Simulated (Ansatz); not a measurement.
Mn3Sn:
```yaml
crystal:
  lattice:
    - [5.38773, 0.00000, 0.00000]
    - [-2.69386, 4.66591, 0.00000]
    - [0.00000, 0.00000, 8.50868]
  atoms:
    - { symbol: Mn, position: [0.84924, 0.69848, 0.86949], spin: 1.9 }
    - { symbol: Mn, position: [0.15076, 0.84924, 0.13051], spin: 1.9 }
    - { symbol: Mn, position: [0.30152, 0.15076, 0.86949], spin: 1.9 }
    - { symbol: Mn, position: [0.15076, 0.30152, 0.13051], spin: 1.9 }
    - { symbol: Mn, position: [0.84924, 0.15076, 0.86949], spin: 1.9 }
    - { symbol: Mn, position: [0.69848, 0.84924, 0.13051], spin: 1.9 }
    - { symbol: Sn, position: [0.33333, 0.66667, 0.88131], spin: -0.1 }
    - { symbol: Sn, position: [0.66667, 0.33333, 0.11869], spin: -0.1 }
    - { symbol: Mn, position: [0.84924, 0.69848, 0.36949], spin: -1.9 }
    - { symbol: Mn, position: [0.15076, 0.84924, 0.63051], spin: -1.9 }
    - { symbol: Mn, position: [0.30152, 0.15076, 0.36949], spin: -1.9 }
    - { symbol: Mn, position: [0.15076, 0.30152, 0.63051], spin: -1.9 }
    - { symbol: Mn, position: [0.84924, 0.15076, 0.36949], spin: -1.9 }
    - { symbol: Mn, position: [0.69848, 0.84924, 0.63051], spin: -1.9 }
    - { symbol: Sn, position: [0.33333, 0.66667, 0.38131], spin: 0.1 }
    - { symbol: Sn, position: [0.66667, 0.33333, 0.61869], spin: 0.1 }
```

Relaxed with PBEsol. Special points in fractions of this cell's reciprocal vectors: Γ (0.000, 0.000, 0.000); M (0.500, 0.000, 0.000); K (0.333, 0.333, 0.000); A (0.000, 0.000, 0.500); L (0.500, 0.000, 0.500); H (0.333, 0.333, 0.500).

Q: List the band energies nearest the Fermi level at these points for DFT-PBEsol in the program Ansatz with PAW potentials.

A: In eV from the Fermi level; about four levels below and three above (degenerate sets whole), none deeper than 8.9 eV; points with the same levels are listed once.

```
k                            below                above
---  -----------------------------  -------------------
Γ ↑        -0.57 -0.57 -0.49 -0.49       0.03 0.16 0.39
M ↑        -0.56 -0.45 -0.33 -0.30       0.09 0.16 0.36
K ↑        -0.54 -0.54 -0.48 -0.29       0.06 0.06 0.09
A ↑  -0.55 -0.55 -0.46 -0.46 -0.21       0.07 0.48 0.58
L ↑        -0.64 -0.49 -0.39 -0.37       0.12 0.12 0.15
H ↑        -0.54 -0.50 -0.50 -0.36  0.10 0.10 0.17 0.17
```

Space group P-3m1. The workflow started from an entry of the Crystallography Open Database (COD); the relaxed space group is not among those it files for this formula. COD files the formula under space group No. 194, so this cell is another polymorph or a model. Its standing as an ambient phase is unchecked. The PBEsol relaxation kept the symmetry of its start, as lowered by the spin order; whether a distortion lowers the energy is not shown. The final state is antiferromagnetic, chosen from 5 collinear starts compared on coarse meshes (ties went to the first, and starts can fall back to one state), not a proven ground state. The volume moved by -15 % from the start of the relaxation. Its formation energy is positive at this level, so the cell may be metastable or incomplete. The volume fell by over 15 % from the filed cell, which may lack light atoms or belong to other conditions. Point labels and valley counts follow the cell and symmetry of the run, lower than the named group. Spin–orbit coupling is left out wherever it is not named.

Potentials: the later of the program's two PAW sets.
